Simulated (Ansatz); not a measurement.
All numbers below come from DFT PBE, scalar-relativistic, plane waves, PAW (Ansatz). Cutoff 420 eV, Γ-centred 8×8×8 mesh (5-atom cell), Gaussian smearing of 0.10 eV, no spin polarisation.

Formation energies are uncorrected and count from the elements' standard states at the same level.

Question: Propose a candidate for a cubic metal that holds Ca and 2 more elements, with a formation energy near −0.76 eV/atom and a density near 2.78 g/cm³, in a cell of 5 atoms.

Answer: CaSiS3, space group Pm-3m (No. 221). Around Ca lie 12 S at 3.26 Å; around Si lie 6 S at 2.31 Å; S has 2 Si at 2.31 Å, 4 Ca at 3.26 Å and 8 S at 3.26 Å.

```xyz
5
Lattice="4.6150 0.0000 0.0000 0.0000 4.6150 0.0000 0.0000 0.0000 4.6150" Properties=species:S:1:pos:R:3 pbc="T T T"
Ca    2.3075    2.3075    2.3075
Si    0.0000    0.0000    0.0000
S     2.3075    0.0000    0.0000
S     0.0000    2.3075    0.0000
S     0.0000    0.0000    2.3075
```

The volume per atom is 19.66 Å³ and the density is 2.78 g/cm³. The energy over the elements is −0.76 eV/atom and the gap on the 8×8×8 mesh of the 5-atom cell is 0 eV (a metal).

The cell was found from a structure generator's guess, not taken from experiment. Other answers may fit too; this one was computed.

The reference form of S is held partly by dispersion forces, which this level lacks. Symmetry constrained the relaxation, so the result can be a saddle point.
